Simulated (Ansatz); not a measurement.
Values for one crystal, relaxed and computed with plane-wave PAW r²SCAN (Ansatz code); other levels are named.

| Property | Value |
|---|---|
| Volume per atom | 10.51 Å³ |
| Electronic character | metallic (no gap) |
| Formation energy from the elements (no fitted shifts) | -0.30 eV/atom |
| Density of states at the Fermi level | 0.09 states/eV per atom (mean over ±0.08 eV) |

Task: Pick the material that matches.
A. AlSi3C3N, P3m1 (Pearson symbol hP8)
B. Ta2GeN, P6_3/mmc (Ge on 2d, Ta on 4f, N on 2a)
C. W3N, A15 (Cr3Si type)
D. Ti3IrC2, P6_3/mmc (Ti on 4f, Ti on 2a, Ir on 2b, C on 4f)

Result: A, AlSi3C3N, P3m1 (Pearson symbol hP8)

The start of the workflow was typed in or built on a structure type; neither database checked (COD, Materials Project) lists it. Whether it is the stable phase at ambient conditions was not checked. The cell was relaxed with r²SCAN under the symmetry of its start; its stability against distortions is not shown here. The references are the lowest solids computed at this level, not always the standard phases (solids in place of the gases).

Potentials: the earlier of the program's two PAW sets.
